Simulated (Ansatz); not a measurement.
6 guesses for Sb₅O and where they end

The calculation used DFT PBE, scalar-relativistic, plane waves, PAW (Ansatz). All cells share a 420 eV cutoff and Γ-centred k meshes spaced at most about 0.3 Å⁻¹ (about 0.25 or finer for metals, 2π included). No spin polarisation in the final relaxations.

Each guess was relaxed in cell and atoms at zero pressure, within the symmetry of its start. Temperature and zero-point effects are left out. Coordination counts Sb atoms around O (those within 1.25 times the shortest such distance or 1.15 times the sum of covalent radii; a plus sign parts nearer from farther groups; the shortest distance is added where it is long for a bond).

```tsv
guess	made from	start group	V start (Å³/atom)	end group	V end (Å³/atom)	coordination at the end	gap on mesh (eV)	E over the lowest end (meV/atom)
1	CaAu5 type	F-43m	24.8	?	?	?	?	?
2	random cell	P6/mmm	18.1	P6/mmm	39.4	O 2	0	94
3	GdCo5 type	P6/mmm	28.3	P6/mmm	28.2	O 6+12 from 3.4 Å	0	543
4	random cell	I4/mmm	29.5	I4/mmm	31.3	O 2	0	0
5	MgPt5 type	P-62m	25.8	P-62m	24.9	O 6 from 2.6 Å	0	5
6	random cell	P4/mmm	32.2	P4/mmm	46.2	O 8+8 from 4.2 Å	0	1336
```

Guess 1 as it starts:

```xyz
6
Lattice="0.0000 4.2042 4.2042 4.2042 0.0000 4.2042 4.2042 4.2042 0.0000" Properties=species:S:1:pos:R:3 pbc="T T T"
Sb    2.1021    2.1021    2.1021
Sb    5.2552    3.1531    3.1531
Sb    5.2552    5.2552    5.2552
Sb    3.1531    5.2552    3.1531
Sb    3.1531    3.1531    5.2552
O     0.0000    0.0000    0.0000
```

Problem. Fill in the missing row: what does this guess relax into, and where does it rank?

Solution. It ends in space group F-43m (No. 216), with a = 8.622 Å, 26.7 Å³/atom and no gap. It lies 0.59 eV/atom over the lowest end, above guess 3 and below guess 6. Counting Sb atoms around O, this end has O 16 from 3.6 Å and the lowest (guess 4) has O 2. This end holds Sb–Sb bonds in all directions (shortest 3.00 Å); in the lowest (guess 4) the shortest Sb–Sb distance is 3.09 Å, near bonding range too.

```xyz
6
Lattice="0.0000 4.3110 4.3110 4.3110 0.0000 4.3110 4.3110 4.3110 0.0000" Properties=species:S:1:pos:R:3 pbc="T T T"
Sb    2.1555    2.1555    2.1555
Sb    5.4061    5.4061    5.4061
Sb    5.4061    3.2159    3.2159
Sb    3.2159    3.2159    5.4061
Sb    3.2159    5.4061    3.2159
O     0.0000    0.0000    0.0000
```

The zero of energy is the elements' standard structures at the same level (O₂ as a molecule); no fitted shifts are applied.

Problem. Is the lowest end bound against the elements?

Solution. No: its formation energy is +0.08 eV/atom. It can't be a ground state, since the elements alone are lower.

For metals, differences of a few meV/atom aren't resolved. These runs have no spin–orbit coupling, which can matter for Sb. A magnetic state wasn't ruled out in cells without spin, among them P-62m, P6/mmm at 39.4 Å³/atom, P6/mmm at 28.2 Å³/atom, F-43m, P4/mmm. Cells relaxed within their symmetry can be saddle points. A lower structure may well exist outside this small set. Some types were kept out of the candidates beforehand, so the set may lack a known form.
